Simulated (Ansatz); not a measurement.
Cl (Cmce) from a database of computed structures, relaxed with r2SCAN+rVV10 in Ansatz 0.2.0. The symmetry is Cmce (No. 64, orthorhombic); conventional cell a = 6.250 Å, b = 4.014 Å, c = 8.147 Å, 25.55 Å³ an atom. Cl has 1 Cl at 2.02 Å.

The axes x, y and z are those of this cell:
```xyz
4
Lattice="3.1252 -2.0072 0.0000 3.1252 2.0072 0.0000 0.0000 0.0000 8.1466" Properties=species:S:1:pos:R:3 pbc="T T T"
Cl    3.1252   -1.5080    4.9489
Cl    3.1252    1.5080    3.1977
Cl    3.1252   -0.4993    0.8756
Cl    3.1252    0.4993    7.2710
```

Unstrained: PBE gives a direct gap of 2.202 eV at Γ. The r2SCAN gap is direct at Γ: 2.566 eV. The HSE06 gap is direct at Γ: 3.796 eV. Meshes: PBE 8×8×4, r2SCAN 8×8×4, HSE06 6×6×2. Strains are changes of length per length. After each strain the atoms were relaxed again with r2SCAN+rVV10 within the symmetry that the strain leaves, so tilts or polar shifts that break it weren't tested; points keep the names that they have in the unstrained zone. No spin polarisation and no zero-point or thermal motion.

**Question.** Apply uniaxial -3.15 % along x, other directions held. How far does the gap move, against the unstrained cell?

**Answer.** PBE: the gap goes from 2.202 to 2.197 eV (-0.005 eV). r2SCAN: the gap goes from 2.566 to 2.560 eV (-0.006 eV). HSE06: the gap goes from 3.796 to 3.789 eV (-0.007 eV).

**Question.** Estimate what uniaxial +4.75 % along y, other directions held does to the gap.

**Answer.** PBE: the gap goes from 2.202 to 2.384 eV (+0.182 eV); least and direct gap lie within 0.04 eV, so its kind isn't settled; with r2SCAN the top three valence levels at Γ, grouped 1+1+1 from the top over 443 meV, become 1+1+1 over 316 meV. r2SCAN: the gap goes from 2.566 to 2.743 eV (+0.177 eV); it turns from direct (Γ) to indirect ((0, 1/2, 1/2) → Γ); least and direct gap lie within 0.04 eV, so its kind isn't settled. HSE06: the gap goes from 3.796 to 3.956 eV (+0.160 eV); it turns from direct (Γ) to indirect ((0, 1/2, 1/2) → Γ).

**Question.** Estimate what isotropic -1.55 % on every length does to the gap.

**Answer.** PBE: the gap goes from 2.202 to 2.216 eV (+0.014 eV); least and direct gap lie within 0.04 eV, so its kind isn't settled; with r2SCAN the top three valence levels at Γ, grouped 1+1+1 from the top over 443 meV, become 1+1+1 over 504 meV. r2SCAN: the gap goes from 2.566 to 2.579 eV (+0.013 eV); least and direct gap lie within 0.04 eV, so its kind isn't settled. HSE06: the gap goes from 3.796 to 3.801 eV (+0.005 eV); least and direct gap lie within 0.04 eV, so its kind isn't settled.

**Question.** Apply biaxial +4.66 % in x and y, z held. How far does the gap move, against the unstrained cell?

**Answer.** PBE: the gap goes from 2.202 to 2.379 eV (+0.177 eV); with r2SCAN the top three valence levels at Γ, grouped 1+1+1 from the top over 443 meV, become 1+1+1 over 325 meV. r2SCAN: the gap goes from 2.566 to 2.751 eV (+0.185 eV). HSE06: the gap goes from 3.796 to 3.985 eV (+0.189 eV); it turns from direct (Γ) to indirect ((0, -1/2, -1/2) → Γ); least and direct gap lie within 0.04 eV, so its kind isn't settled.

The meshes of the hybrids are coarse, so their gaps aren't converged to the digits shown.

The splittings at Γ are without spin-orbit coupling, which regroups them where it is of like size or larger.
